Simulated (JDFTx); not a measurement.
An input for a modified build of JDFTx (Pt(111), linear PCM (GLSSA13), water, 1 M NaF; bohr, hartree) and the course of its log:

```
lattice \
  5.2689874820 2.6344937410 0.0000000000 \
  0.0000000000 4.5630770189 0.0000000000 \
  0.0000000000 0.0000000000 43.0857556415
coords-type Lattice
ion Pt 0.0000000000 0.0000000000 -0.1497749150 0
ion Pt 0.3333333333 0.3333333333 -0.0499249720 0
ion Pt 0.6666666667 0.6666666667 0.0499249720 0
ion Pt 0.0000000000 0.0000000000 0.1497749150 0
ion-species pseudo/pt_pbe_v1.4.upf
elec-cutoff 20 100
elec-ex-corr gga-PBE
coulomb-interaction Slab 001
coulomb-truncation-embed 0 0 0
kpoint-folding 8 8 1
elec-smearing Fermi 0.01
elec-n-bands 43
target-mu -0.179704
electronic-scf nIterations 100 energyDiffThreshold 1e-10
fluid LinearPCM
pcm-variant GLSSA13
fluid-solvent H2O
fluid-cation Na+ 1
fluid-anion F- 1
fluid-minimize nIterations 400 knormThreshold 1e-11
wavefunction read f0.wfns
elec-initial-eigenvals f0.eigenvals
elec-initial-fillings read f0.fillings
fluid-initial-state f0.fluidState
dump-name f0_u0.$VAR
dump End State Ecomponents EigStats BandEigs Forces ElecDensity IonicPositions Fillings Kpoints Dtot FluidDebug BoundCharge FluidDensity
```

```
[one cycle in 5 is shown, and the last three; fluid-solver lines are left out]
	FillingsUpdate:  mu: -0.179704000  nElectrons: 66.189852
SCF: Cycle:  0   G: -341.359541111695137   dG: +2.945e+00   |Residual|: 1.878e-01   |deigs|: 1.385e-06
	FillingsUpdate:  mu: -0.179704000  nElectrons: 64.391413
SCF: Cycle:  5   G: -344.233728211863820   dG: -1.678e-01   |Residual|: 2.583e-02   |deigs|: 2.093e-03
	FillingsUpdate:  mu: -0.179704000  nElectrons: 64.118586
SCF: Cycle: 10   G: -344.302463585201622   dG: +2.007e-03   |Residual|: 4.974e-03   |deigs|: 8.792e-04
	FillingsUpdate:  mu: -0.179704000  nElectrons: 64.057355
SCF: Cycle: 15   G: -344.305044317780812   dG: -5.462e-05   |Residual|: 4.119e-04   |deigs|: 3.090e-04
	FillingsUpdate:  mu: -0.179704000  nElectrons: 64.057813
SCF: Cycle: 20   G: -344.305042415817070   dG: +8.046e-06   |Residual|: 3.033e-04   |deigs|: 7.458e-05
	FillingsUpdate:  mu: -0.179704000  nElectrons: 64.054157
SCF: Cycle: 25   G: -344.305050403573546   dG: -9.629e-08   |Residual|: 2.372e-05   |deigs|: 2.506e-06
	FillingsUpdate:  mu: -0.179704000  nElectrons: 64.053990
SCF: Cycle: 30   G: -344.305050345860650   dG: +4.469e-08   |Residual|: 4.322e-05   |deigs|: 4.269e-06
	FillingsUpdate:  mu: -0.179704000  nElectrons: 64.054219
SCF: Cycle: 35   G: -344.305050418786152   dG: +1.570e-08   |Residual|: 2.712e-05   |deigs|: 1.026e-06
	FillingsUpdate:  mu: -0.179704000  nElectrons: 64.054051
SCF: Cycle: 40   G: -344.305050367882529   dG: +6.873e-08   |Residual|: 3.663e-05   |deigs|: 3.651e-06
	FillingsUpdate:  mu: -0.179704000  nElectrons: 64.054486
SCF: Cycle: 45   G: -344.305050456555421   dG: -1.025e-07   |Residual|: 1.745e-05   |deigs|: 3.258e-06
	FillingsUpdate:  mu: -0.179704000  nElectrons: 64.054362
SCF: Cycle: 50   G: -344.305050450620058   dG: -1.636e-06   |Residual|: 1.654e-05   |deigs|: 1.036e-05
	FillingsUpdate:  mu: -0.179704000  nElectrons: 64.055057
SCF: Cycle: 55   G: -344.305050157554945   dG: +2.993e-07   |Residual|: 5.458e-05   |deigs|: 4.189e-06
	FillingsUpdate:  mu: -0.179704000  nElectrons: 64.054347
SCF: Cycle: 60   G: -344.305050452768853   dG: -5.122e-08   |Residual|: 1.771e-05   |deigs|: 2.624e-06
	FillingsUpdate:  mu: -0.179704000  nElectrons: 64.054441
SCF: Cycle: 65   G: -344.305050454833577   dG: -9.327e-07   |Residual|: 1.267e-05   |deigs|: 7.199e-06
	FillingsUpdate:  mu: -0.179704000  nElectrons: 64.056677
SCF: Cycle: 70   G: -344.305047048400752   dG: +3.399e-06   |Residual|: 1.982e-04   |deigs|: 1.405e-05
	FillingsUpdate:  mu: -0.179704000  nElectrons: 64.054371
SCF: Cycle: 75   G: -344.305050446926828   dG: -1.166e-08   |Residual|: 1.484e-05   |deigs|: 9.167e-07
	FillingsUpdate:  mu: -0.179704000  nElectrons: 64.054216
SCF: Cycle: 80   G: -344.305050420074167   dG: +8.132e-09   |Residual|: 2.065e-05   |deigs|: 4.763e-07
	FillingsUpdate:  mu: -0.179704000  nElectrons: 64.050513
SCF: Cycle: 85   G: -344.305039587611645   dG: +1.086e-05   |Residual|: 3.547e-04   |deigs|: 2.453e-05
	FillingsUpdate:  mu: -0.179704000  nElectrons: 64.053963
SCF: Cycle: 90   G: -344.305050318153008   dG: +9.001e-08   |Residual|: 4.467e-05   |deigs|: 2.726e-06
	FillingsUpdate:  mu: -0.179704000  nElectrons: 64.054136
SCF: Cycle: 95   G: -344.305050344479184   dG: +1.612e-08   |Residual|: 4.377e-05   |deigs|: 3.062e-06
	FillingsUpdate:  mu: -0.179704000  nElectrons: 64.054251
SCF: Cycle: 97   G: -344.305050420380724   dG: -3.725e-08   |Residual|: 1.959e-05   |deigs|: 1.014e-06
	FillingsUpdate:  mu: -0.179704000  nElectrons: 64.054168
SCF: Cycle: 98   G: -344.305050403510904   dG: +1.687e-08   |Residual|: 2.485e-05   |deigs|: 9.334e-07
	FillingsUpdate:  mu: -0.179704000  nElectrons: 64.054239
SCF: Cycle: 99   G: -344.305050411692093   dG: -8.181e-09   |Residual|: 2.423e-05   |deigs|: 1.192e-06
SCF: None of the convergence criteria satisfied after 100 iterations.
IonicMinimize: Iter:   0  G: -344.305050411692093  |grad|_K:  0.000e+00
IonicMinimize: Converged (|grad|_K<1.000000e-04).
```

This run gave no converged result. The loop ran out of cycles short of its threshold. It has stalled and not diverged: the last ten energies span 1e-07 Ha, so the total is near its end, but levels, forces and the electron count aren't shown converged.
